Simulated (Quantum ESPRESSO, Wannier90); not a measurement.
## TlBr (rock salt), plane waves to Wannier functions

```xyz
2
Lattice="0.0000 3.3420 3.3420 3.3420 0.0000 3.3420 3.3420 3.3420 0.0000" Properties=species:S:1:pos:R:3 pbc="T T T"
Tl     0.0000     0.0000     0.0000
Br     3.3420     3.3420     3.3420
```

Materials Project entry mp-568560; symmetrised, unrelaxed at this level. Not found in the COD (Crystallography Open Database) copy used, which has the formula in other groups; not checked further. Level: PBEsol, spinors with spin-orbit coupling; pw.x of Quantum ESPRESSO at 50 Ry with PseudoDojo potentials, 8×8×8 k-points, Wannier90. Density: 8×8×8 mesh, cold smearing 0.01 Ry.

Valence charges of the files: Tl 13, Br 7. 40 bands were computed.

Isolated groups of bands, relative to the valence-band maximum (bands from 21 on overlap up to the last one computed):

| bands | from (eV) | to (eV) | filling | weight on atomic waves |
|---|---|---|---|---|
| 1–2 | -13.83 | -13.68 | filled | Br 4s 91 %, Tl 6p 8 % |
| 3–6 | -11.25 | -11.18 | filled | Tl 5d 100 % |
| 7–12 | -9.09 | -8.97 | filled | Tl 5d 100 % |
| 13–14 | -5.17 | -3.91 | filled | Tl 6s 72 %, Br 4p 23 % |
| 15–20 | -3.05 | 0.00 | filled | Br 4p 80 %, Tl 6p 10 %, Tl 6s 8 % |

Wanted is a model with the orbitals Tl s p, Br s p, without the filled groups that are mainly made of other shells (semicore states, and anion s where it isn't named); all higher bands stay in for disentanglement.

Problem. Give num_wann, exclude_bands and num_bands, and the number of electrons that the model holds.

Solution. Electrons: 1×13 + 1×7 = 20, which fill 20 bands.
num_wann = 2 × (1×4 + 1×4) = 16.
exclude_bands = 3-12, 10 bands, so num_bands = 40 − 10 = 30.
The model holds 20 − 1×10 = 10 electrons. With the window frozen to 3.31 eV it follows pw.x to 1.4 meV rms (states up to 2.8 eV relative to the valence-band maximum).
